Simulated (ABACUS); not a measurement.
ABACUS run on Cs2Pt3Se4 (Fmmm, 9 atoms in the cell; from Materials Project mp-14338, changed as shown): self-consistent single point.

All values come from this method and carry its errors: PBEsol, numerical atomic orbitals TZDP (confined pseudo-atomic orbitals with Gaussian additions; energy shift 0.003 Ry), PseudoDojo 0.4 standard norm-conserving PBEsol (tails mended) pseudopotentials in ABACUS.

The change in words: lattice scaled by 0.98. Reference geometry (Fmmm):
```xyz
9
Lattice="0.0000 5.7173 7.0646 3.3453 0.0000 7.0646 3.3453 5.7173 0.0000" Properties=species:S:1:pos:R:3 pbc="T T T"
Cs     3.3453     5.7173     9.1311
Cs     3.3453     5.7173     4.9981
Pt     1.6727     2.8586     7.0646
Pt     1.6727     2.8586     0.0000
Pt     0.0000     0.0000     0.0000
Se     3.3453     1.9170     5.4964
Se     3.3453     9.5175     8.6328
Se     3.3453     9.5175     5.4964
Se     3.3453     1.9170     8.6328
```

Reference input (self-consistent single point, DFT, PBEsol, numerical atomic orbitals TZDP (confined pseudo-atomic orbitals with Gaussian additions; energy shift 0.003 Ry), PseudoDojo 0.4 standard norm-conserving PBEsol (tails mended) pseudopotentials): basis = TZDP numerical atomic orbitals, energy shift 0.003 Ry; KPT = Gamma 3 3 3 0 0 0; basis_type = lcao; dft_functional = PBESOL; ecutwfc = 100 Ry; smearing_method = fd; smearing_sigma = 0.000734986 Ry; potentials = PseudoDojo 0.4 standard norm-conserving PBEsol (tails mended); symmetry = 1; symmetry_prec = 1e-05; ks_solver = genelpa; scf_nmax = 100. This run's input differs from it in these lines:

```diff
@@ -36,5 +36,5 @@
 LATTICE_VECTORS
-   0.0000000000    5.7172700000    7.0646000000
-   3.3453050000    0.0000000000    7.0646000000
-   3.3453050000    5.7172700000    0.0000000000
+   0.0000000000    5.6029250000    6.9233080000
+   3.2783990000    0.0000000000    6.9233080000
+   3.2783990000    5.6029250000    0.0000000000
```

Output (repeated stretches shortened):

```
 SELF-CONSISTENT
 -------------------------------------------

                  longest orb rcut (Bohr) = 13.1
   longest nonlocal projector rcut (Bohr) = 2.3
                     search radius (Bohr) = 30.8

                          real space grid = [ 108, 96, 80 ]

                                 init_chg = atomic

 LCAO ALGORITHM --------------- ION=   1  ELEC=   1--------------------------------

 Density error is 0.0369198840751
 E_KohnSham     -1845.9651947594     -25115.6449584078
 E_Fermi        0.7101319802         9.6618412629

 LCAO ALGORITHM --------------- ION=   1  ELEC=   2--------------------------------

   [... lines left out ...]

   [... 8 blocks of this kind left out ...]

 LCAO ALGORITHM --------------- ION=   1  ELEC=  11--------------------------------

 Density error is 1.42599661376e-07
 E_KohnSham     -1846.0822752752     -25117.2379205477
 E_Fermi        0.7023290583         9.5556770642

 LCAO ALGORITHM --------------- ION=   1  ELEC=  12--------------------------------

 Density error is 2.5628931576e-08
 E_KohnSham     -1846.0822752752     -25117.2379205473
 E_KS(sigma->0) -1846.0822752752     -25117.2379205473
 E_entropy(-TS) -0.0000000000        -0.0000000000
 E_Fermi        0.7023291225         9.5556779367
 charge density convergence is achieved
 final etot is -25117.237921 eV
 EFERMI = 9.5556779367 eV

 STATE ENERGY(eV) AND OCCUPATIONS    NSPIN == 1
   [... 79 lines left out ...]

 TOTAL-FORCE (eV/Angstrom)
                       Cs1         0.0000000000         0.0000000000         0.0126989116
                       Cs2         0.0000000000         0.0000000000        -0.0126989116
                       Pt1         0.0000000000         0.0000000000         0.0000000000
                       Pt2         0.0000000000         0.0000000000         0.0000000000
                       Pt3         0.0000000000         0.0000000000         0.0000000000
                       Se1         0.0000000000         0.0137798041        -0.9769230956
                       Se2         0.0000000000        -0.0137798041         0.9769230956
   [... lines left out ...]

 TOTAL-STRESS (KBAR)
        31.4079264838         0.0000000000         0.0000000000
        -0.0000000000        31.7329733966         0.0000000000
         0.0000000000        -0.0000000000        38.2146347089
 TOTAL-PRESSURE: 33.785178 KBAR

 --------------------------------------------
 !FINAL_ETOT_IS -25117.2379205472789181 eV
 --------------------------------------------
```

The run converged in 12 iterations. Against the reference run the free energy rises by 11.8 meV/atom, the pressure goes from -0.98 to 3.38 GPa and the largest force goes from 0.118 to 0.977 eV/Å.

Spin-orbit coupling is left out, which matters for bands and gaps with elements this heavy. The atom-centred basis is finite, which shifts total energies, pressures and forces against plane waves. The structure comes from a collection of computed structures, made at another level of theory; the collection holds predicted forms beside known ones.

Cost on one core: around 7 core-minutes (rough).

The atomic orbitals were generated for these runs; they are not ABACUS's published sets and were checked against plane waves on a few crystals only.

“Tails mended”: in these copies of the files the far tail of each local potential was reset to the Coulomb form.
